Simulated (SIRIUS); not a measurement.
Input and output of a self-consistent single point for TiSi2 (Cmcm, 12 atoms in the cell; from Materials Project mp-1077503, changed as shown) (SIRIUS).

Level of theory: PBE, GBRV PBE ultrasoft pseudopotentials (plane waves; SIRIUS).

The change in words: lattice scaled by 1.02. Reference geometry (Cmcm):
```
TiSi2
1.0
    3.53021     0.00000     0.00000
    0.00000    13.51856     0.00000
    0.00000     0.00000     3.56517
Ti Si
4 8
Direct
  0.50000   0.60312   0.75000
  0.00000   0.89688   0.25000
  0.00000   0.10312   0.75000
  0.50000   0.39688   0.25000
  0.50000   0.94175   0.75000
  0.00000   0.55825   0.25000
  0.00000   0.75031   0.75000
  0.50000   0.74969   0.25000
  0.00000   0.44175   0.75000
  0.50000   0.05825   0.25000
  0.50000   0.25031   0.75000
  0.00000   0.24969   0.25000
```

Reference input (self-consistent single point, DFT, PBE, plane waves, GBRV PBE ultrasoft pseudopotentials): parameters.ngridk = 6 2 6; parameters.xc_functionals = [XC_GGA_X_PBE, XC_GGA_C_PBE]; parameters.gk_cutoff = 6.325 1/bohr; parameters.pw_cutoff = 14.143 1/bohr; parameters.smearing = fermi_dirac; parameters.smearing_width = 0.00183747 Ha; potentials = GBRV PBE ultrasoft pseudopotentials; parameters.electronic_structure_method = pseudopotential; parameters.num_bands = 48; parameters.num_mag_dims = 0; parameters.num_dft_iter = 100; parameters.energy_tol = 1e-07 Ha. This run's input differs from it in these lines:

```diff
@@ -32,7 +32,7 @@
     "lattice_vectors": [
-      [1.0000000094, 0.0, 0.0],
-      [0.0, 3.8293926215, 0.0],
-      [0.0, 0.0, 1.009903103]
+      [1.000000042, 0.0, 0.0],
+      [0.0, 3.8293929037, 0.0],
+      [0.0, 0.0, 1.009903081]
     ],
-    "lattice_vectors_scale": 6.67113,
+    "lattice_vectors_scale": 6.804552,
     "atom_coordinate_units": "au",
@@ -45,16 +45,16 @@
       "Ti": [
-        [3.3355650312, 15.4075302927, 5.0528961658],
-        [0.0, 22.9120337063, 1.6842987219],
-        [0.0, 2.634342293, 5.0528961658],
-        [3.3355650312, 10.1388457066, 1.6842987219]
+        [3.4022761429, 15.7156806706, 5.1539535222],
+        [0.0, 23.3702740414, 1.7179845074],
+        [0.0, 2.6870290999, 5.1539535222],
+        [3.4022761429, 10.3416224707, 1.7179845074]
       ],
       "Si": [
-        [3.3355650312, 24.0582995974, 5.0528961658],
-        [0.0, 14.2612644016, 1.6842987219],
-        [0.0, 19.1677013761, 5.0528961658],
-        [3.3355650312, 19.1518626229, 1.6842987219],
-        [0.0, 11.2851115977, 5.0528961658],
-        [3.3355650312, 1.488076402, 1.6842987219],
-        [3.3355650312, 6.3945133764, 5.0528961658],
-        [0.0, 6.3786746233, 1.6842987219]
+        [3.4022761429, 24.5394652334, 5.1539535222],
+        [0.0, 14.5464894787, 1.7179845074],
+        [0.0, 19.55105512, 5.1539535222],
+        [3.4022761429, 19.534899592, 1.7179845074],
+        [0.0, 11.5108136627, 5.1539535222],
+        [3.4022761429, 1.517837908, 1.7179845074],
+        [3.4022761429, 6.5224035493, 5.1539535222],
+        [0.0, 6.5062480214, 1.7179845074]
       ]
```

Log, with long lists cut:

```
[find] density tolerance         : 1e-06
[find] total energy tolerance    : 1e-07
[find] iter_solver_tol (initial) : 0.01
[find] iter_solver_tol (target)  : 1e-13
[find] num_dft_iter              : 100
Charges and magnetic moments
--------------------------------------------------------------------------------
total charge          : 80.000000
[find] | SCF iteration   0 out of 100|
[diagonalize] iterative solver tolerance (occupied, empty): 0.01 0.01
[diagonalize] average number of iterations: 2.25
[find] Charges and magnetic moments
[find] total charge          : 80.000000
[find] Energy
   [... lines left out ...]

[find] Charges and magnetic moments
[find] total charge          : 80.000000
[find] Energy
[find] smearing (-TS)                 :      -0.00130786
[find] Total energy                   :    -277.13064533 (Ha),    -554.26129065 (Ry)
[find] Free energy (E-TS)             :    -277.13195319 (Ha),    -554.26390637 (Ry)
[find] band gap (eV)                  :       0.00000000
[find] Efermi                         :       0.44372794
[find] iteration : 19, RMS (target) : 9.6144e-07 (1.0000e-06) , energy difference (target) : -1.7053e-13 (1.0000e-07)
[find] bands are converged : true
[find] iterative solver converged : true
[find] converged after 20 SCF iterations!
[find] Charges and magnetic moments
[find] total charge          : 80.000000
[find] Energy
[find] smearing (-TS)                 :      -0.00130786
[find] Total energy                   :    -277.13064533 (Ha),    -554.26129065 (Ry)
[find] Free energy (E-TS)             :    -277.13195319 (Ha),    -554.26390637 (Ry)
[find] band gap (eV)                  :       0.00000000
[find] Efermi                         :       0.44372794
[ground_state] === stress tensor components [kbar] ===
[ground_state] === stress_total ===
[ground_state]    56.073183   -0.000000    0.000000
[ground_state]    -0.000000   49.113765    0.000000
[ground_state]     0.000000    0.000000   69.087082
[ground_state] ==== total Forces in Ha/bohr =====
   [... lines left out ...]
[ground_state] atom:    7, force:      -0.0000000     -0.0003388      0.0000000
[ground_state] atom:    8, force:       0.0000000     -0.0005368     -0.0000000
[ground_state] atom:    9, force:       0.0000000      0.0005368      0.0000000
[ground_state] atom:   10, force:       0.0000000      0.0003388     -0.0000000
[ground_state] atom:   11, force:      -0.0000000     -0.0003388      0.0000000
```

The run converged in 20 iterations. SIRIUS prints the stress tensor with tension positive. Against the reference run the free energy goes up by 12.0 meV/atom, the pressure goes from 1.80 to -5.81 GPa and the largest force goes from 0.213 to 0.103 eV/Å.

The structure comes from a collection of computed structures, made at another level of theory; the collection holds predicted forms beside known ones. No clean gap shows at this smearing width and mesh (spacing up to 0.29 Å⁻¹); the mesh is coarse for partly filled bands, so the values carry mesh errors.

Cost on one core: about 5 core-minutes (a rough figure).
